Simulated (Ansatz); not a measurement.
Nb₂N in space group P-31m (No. 162; Nb on 6k, N on 2d, N on 1a) at seven volumes, plane-wave PAW PBEsol (Ansatz code), shape and atoms relaxed at each. One row is withheld.

| V (Å³/atom) | P (GPa) |
|---|---|
| 12.008 | 31.76 |
| 12.404 | 19.47 |
| 12.800 | 8.96 |
| 13.196 | -0.01 |
| 13.592 | ? |
| 13.988 | -14.18 |
| 14.384 | -19.73 |

Fit the shown pressures and predict the withheld one.

Third-order Birch–Murnaghan: P = (3/2)B₀(x^(7/2) − x^(5/2))[1 + (3/4)(B′ − 4)(x − 1)] with x = (V₀/V)^(2/3). Least squares on the six rows gives V₀ = 13.196 Å³/atom, B₀ = 275.2 GPa, B′ = 4.27. At V = 13.592, x = 0.9805 and P = -7.64 GPa. The run itself gave -7.66 GPa.

The first step of the workflow began from a Materials Project structure, measured or hypothetical; the Crystallography Open Database copy checked does not list it. Its standing as an ambient phase is unchecked. The PBEsol relaxation kept the symmetry of its start; whether a distortion lowers the energy is not shown. The run is not spin-polarised.

Potentials: the later of the program's two PAW sets.
